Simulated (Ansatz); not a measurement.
Sb:
```
Sb
1.0
    3.06084     0.00000     0.00000
    0.00000     3.06084     0.00000
    0.00000     0.00000     3.06084
Sb
1
Direct
  0.00000   0.00000   0.00000
```

Relaxed with PBEsol. Special points in fractions of this cell's reciprocal vectors: Γ (0.000, 0.000, 0.000); X (0.000, 0.500, 0.000); M (0.500, 0.500, 0.000); R (0.500, 0.500, 0.500).

List the band energies nearest the Fermi level at these points for DFT-PBEsol in the program Ansatz with PAW potentials.

In eV from the Fermi level; about four levels below and three above (degenerate sets whole), none deeper than 8.9 eV; … stands for higher levels left out; points with the same levels are listed once.

```tsv
k	below	above
Γ	–	3.32 3.32 3.32
X	-5.91	5.45 5.45 9.65
M	-7.44 -3.75 -3.75	1.95 7.65 …
R	-4.38 -1.73 -1.73 -1.73	…
```

Space group Pm-3m (simple cubic). The first step of the workflow began from a Materials Project structure, measured or hypothetical; the Crystallography Open Database files this formula in space group No. 221, but the cells were not matched. It is not the phase usual at ambient conditions (space group No. 166). The cell was relaxed with PBEsol under the symmetry of its start; its stability against distortions is not shown here. Scalar-relativistic: spin–orbit coupling is off unless named, which matters more the heavier the elements.

Potentials: the earlier of the program's two PAW sets.
